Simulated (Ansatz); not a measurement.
Relaxed-ion elastic tensor of LiC₆ in space group P6/mmm (No. 191; Li on 1a, C on 6k) in GPa (Voigt order), the program Ansatz at the r²SCAN level (PAW); density 2.22 g/cm³, 8.43 Å³ per atom.

```csv
,1,2,3,4,5,6
1,967,145,0.3,0.0,0.0,0.0
2,145,967,0.3,0.0,0.0,0.0
3,0.3,0.3,74.8,0.0,0.0,0.0
4,0.0,0.0,0.0,19.0,0.0,0.0
5,0.0,0.0,0.0,0.0,19.0,0.0
6,0.0,0.0,0.0,0.0,0.0,411
```

**Question.** Is the crystal mechanically stable?

**Answer.** Yes: the smallest eigenvalue of C is 19.0 GPa.

**Question.** Work out the Voigt and Reuss bounds. Is their mean of use?

**Answer.** K_V = 256, K_R = 66.0; G_V = 214, G_R = 38.8 GPa. The bounds lie so far apart that a Hill average or a Debye temperature from it would say little.

The workflow started from a Materials Project entry (that database holds measured and hypothetical structures alike); the Crystallography Open Database copy checked does not list it. Whether it is the stable phase at ambient conditions was not checked. The cell was relaxed with r²SCAN under the symmetry of its start; of distortions, only those at the zone centre were tested. As this level gives no gap, shear constants depend on the k-mesh and smearing (Fermi–Dirac, 0.1 eV here).

Potentials: the earlier of the program's two PAW sets.
